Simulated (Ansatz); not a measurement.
Te2Mo:
```
CELL_PARAMETERS angstrom
      6.32343     0.00000     0.00000
      0.00000     3.49157     0.00000
     -0.59343     0.00000    14.30466
ATOMIC_POSITIONS crystal
  Te 0.56583 0.75000 0.35654
  Te 0.43417 0.25000 0.64346
  Te 0.58241 0.25000 0.10153
  Te 0.41759 0.75000 0.89847
  Te 0.09111 0.75000 0.14355
  Te 0.90889 0.25000 0.85645
  Mo 0.32052 0.75000 0.50700
  Mo 0.67948 0.25000 0.49300
  Te 0.06252 0.25000 0.39837
  Te 0.93748 0.75000 0.60163
  Mo 0.18084 0.25000 0.00726
  Mo 0.81916 0.75000 0.99274
```

Relaxed with r²SCAN+D4. Special points in fractions of this cell's reciprocal vectors: Γ (0.000, 0.000, 0.000); Z (0.000, 0.500, 0.000); D (0.000, 0.500, 0.500); B (0.000, 0.000, 0.500); A (-0.500, 0.000, 0.500); E (-0.500, 0.500, 0.500); C2 (-0.500, 0.500, 0.000); Y2 (-0.500, 0.000, 0.000).

List the band energies nearest the Fermi level at these points for r²SCAN+D4 in the plane-wave PAW code Ansatz.

In eV from the Fermi level; about four levels below and three above (degenerate sets whole), none deeper than 8.9 eV; points with the same levels are listed once.

```json
[
 {"k": "Γ", "below": "-0.62 -0.42 -0.12 -0.10", "above": "0.03 0.65 0.87"},
 {"k": "Z", "below": "-1.62 -1.62 -1.56 -1.56", "above": "1.18 1.18 1.29 1.29"},
 {"k": "D", "below": "-1.64 -1.64 -1.59 -1.59", "above": "1.18 1.18 1.26 1.26"},
 {"k": "B", "below": "-0.18 -0.18 -0.05 -0.04", "above": "0.70 0.75 0.97"},
 {"k": "A", "below": "-0.92 -0.89 -0.67 -0.57", "above": "0.20 0.22 0.90"},
 {"k": "E", "below": "-1.08 -1.08 -1.03 -1.03", "above": "1.14 1.14 1.16 1.16"},
 {"k": "C2", "below": "-1.08 -1.08 -1.03 -1.03", "above": "1.14 1.14 1.18 1.18"},
 {"k": "Y2", "below": "-0.93 -0.89 -0.71 -0.67", "above": "0.17 0.20 0.91"}
]
```

Space group P2_1/m. The workflow started from an entry of the Crystallography Open Database (COD), which files this formula under 2 space groups. It is not the phase usual at ambient conditions (space group No. 194). The cell was relaxed with r²SCAN+D4 under the symmetry of its start; whether a distortion lowers the energy is not shown. No spin polarisation was allowed. Scalar-relativistic: spin–orbit coupling is off unless named, which matters more the heavier the elements.

Potentials: the later of the program's two PAW sets.
